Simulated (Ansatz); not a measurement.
The start is a generated cell, Cu built in the beta-Sn structure type. A full variable-cell relaxation at zero pressure is run with PBE (plane waves to 420 eV, PAW, scalar-relativistic; Ansatz, a quantum-chemistry and plane-wave program). The first steps use a coarse 15×15×15 k-mesh.

The start:
```yaml
crystal:
  lattice:
    - [-2.24515, 2.24515, 1.22498]
    - [2.24515, -2.24515, 1.22498]
    - [2.24515, 2.24515, -1.22498]
  atoms:
    - { symbol: Cu, position: [0.75000, 0.25000, 0.50000] }
    - { symbol: Cu, position: [0.00000, 0.00000, 0.00000] }
```

```yaml
initial_pressure: "+8.8 GPa (positive: the cell is compressed)"
outcome: The space group stays I4₁/amd (No. 141) (the run could not lower it); the end is AFLOW prototype A_tI4_141_a (A5, as in Sn), with 2 atoms in the primitive cell
volume_change: +6.7 %, from 12.35 to 13.18 Å³/atom
Shortest distances (start → end): "The closest pairs of elements (up to four, under 3.6 Å), start → end: Cu–Cu 2.33 → 2.40 Å"
band_gap_at_the_end: no gap (metallic)
optimiser_moves: 7
```

Relaxed structure:

```cif
data_Cu4
_chemical_formula_sum 'Cu4'
_space_group_name_H-M_alt 'I41/amd :1'
_space_group_IT_number 141
_space_group_name_Hall 'I 4bw 2bw -1bw'
_cell_length_a 4.64433
_cell_length_b 4.64433
_cell_length_c 2.44415
_cell_angle_alpha 90.000
_cell_angle_beta 90.000
_cell_angle_gamma 90.000
loop_
_atom_site_label
_atom_site_type_symbol
_atom_site_symmetry_multiplicity
_atom_site_Wyckoff_symbol
_atom_site_fract_x
_atom_site_fract_y
_atom_site_fract_z
_atom_site_occupancy
Cu1 Cu 4 a 0.00000 0.00000 0.00000 1
```
(The calculation used a cell of 2 atoms; values per cell refer to that cell.)

Final values are on a 21×21×21 k-mesh of the relaxed cell. No spin polarisation in the result.

The run could not lower the symmetry of its start; a shaken copy of this end point relaxes with PBE to Fm-3m (No. 225), 0.33 eV/atom lower.

The relaxed structure here is a generated cell of Cu: the first start was made by placing the elements on the sites of a structure type, and the end was not matched to a known phase here, so it may be hypothetical. Known forms of Cu include space group No. 225.
